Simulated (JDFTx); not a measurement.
Unstrained cell:

System: Nb(110) (Im-3m bulk; lattice of mp-75, not re-optimised at this level), 1x1 cell of 4 atoms in 4 planes, area 7.78 Å² a face, 6.9 Å between the outermost planes in a cell 23.0 Å high; k mesh 10×10×1, Fermi width 0.01 Ha, no spin polarisation.

Method: PBE, GBRV ultrasoft potentials, plane waves to 20/100 Ha, in JDFTx (a modified build). The in-plane lattice is scaled by the biaxial strain ε at a fixed k mesh and cell height, and all atoms off the mid-plane are relaxed in vacuum within the cell's symmetry. Zero strain is the lattice given, not this level's minimum.

Liquid: CANDLE, water, 1 M NaF. Potentials are on the SHE scale by the convention U = −μ/e − 4.44 V; references calibrated for a solvation model differ from this value.

```tsv
ε (%)	U_pzc (V vs SHE)
-3	-0.30
-1.5	-0.34
0	-0.41
1.5	withheld
3	-0.52
```

Q: Fit U_pzc = sε + U₀ to the other rows by least squares, predict the withheld value, and compare with the run.

A: The fit gives s (V/%) = -0.0375, U₀ (V) = -0.407, with a root-mean-square miss of 0.006 V on its own rows. It predicts -0.46 V; the run gives -0.47 V, a miss of 0.01 V.
